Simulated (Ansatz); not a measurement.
KMgF₃ (cubic perovskite, Pm-3m) at seven volumes, r²SCAN (plane waves, PAW; program Ansatz), scaled uniformly. One row is withheld.

```
V (Å³/atom)  P (GPa)
-----------  -------
11.480          9.11
11.859          5.56
12.237          2.56
12.616          0.01
12.994         -2.15
13.373         -3.98
13.751             ?
```

Question: Fit the shown pressures and predict the withheld one.

Answer: P = (3/2)B₀(x^(7/2) − x^(5/2))[1 + (3/4)(B′ − 4)(x − 1)] with x = (V₀/V)^(2/3). Least squares on the six rows gives V₀ = 12.618 Å³/atom, B₀ = 78.0 GPa, B′ = 4.48. At V = 13.751, x = 0.9443 and P = -5.53 GPa. The run itself gave -5.54 GPa.

Symmetry was held in the r²SCAN relaxation; phonons on a q-mesh show no instability.

Potentials: the later of the program's two PAW sets.
